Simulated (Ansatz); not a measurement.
Ni:
```yaml
crystal:
  lattice:
    - [-1.37786, 1.37786, 1.37786]
    - [1.37786, -1.37786, 1.37786]
    - [1.37786, 1.37786, -1.37786]
  atoms:
    - { symbol: Ni, position: [0.00000, 0.00000, 0.00000] }
```
The run is spin-polarised; directions of the spins, atom by atom: ↑.

Relaxed with PBEsol. Special points in fractions of this cell's reciprocal vectors: Γ (0.000, 0.000, 0.000); H (0.500, -0.500, 0.500); N (0.000, 0.000, 0.500); P (0.250, 0.250, 0.250).

List the band energies nearest the Fermi level at these points for PBEsol (plane waves, PAW; program Ansatz).

In eV from the Fermi level; about four levels below and three above (degenerate sets whole), none deeper than 8.9 eV; … stands for higher levels left out; points with the same levels are listed once.

| k | below | above |
|---|---|---|
| Γ ↑ | -2.38 -2.38 -2.38 -0.87 -0.87 | … |
| H ↑ | -4.43 -4.43 -0.20 -0.20 -0.20 | … |
| N ↑ | -4.87 -3.37 -0.95 -0.70 | 0.04 0.11 … |
| P ↑ | -3.32 -3.32 -3.32 -0.67 -0.67 | … |
| Γ ↓ | -1.75 -1.75 -1.75 -0.38 -0.38 | … |
| H ↓ | -4.11 -4.11 | 0.51 0.51 0.51 |
| N ↓ | -4.53 -2.80 -0.41 -0.20 | 0.10 0.76 … |
| P ↓ | -2.85 -2.85 -2.85 -0.17 -0.17 | … |

Space group Im-3m (bcc (W type)). The workflow started from a Materials Project entry (that database holds measured and hypothetical structures alike); the Crystallography Open Database copy checked does not list it. It is not the phase usual at ambient conditions (space group No. 225). Symmetry was held in the PBEsol relaxation. At this level the phase is mechanically unstable. Magnetic state: ferromagnetic, chosen from 3 collinear starts compared on coarse meshes (ties went to the first, and starts can fall back to one state), not a proven ground state.

Potentials: the later of the program's two PAW sets.
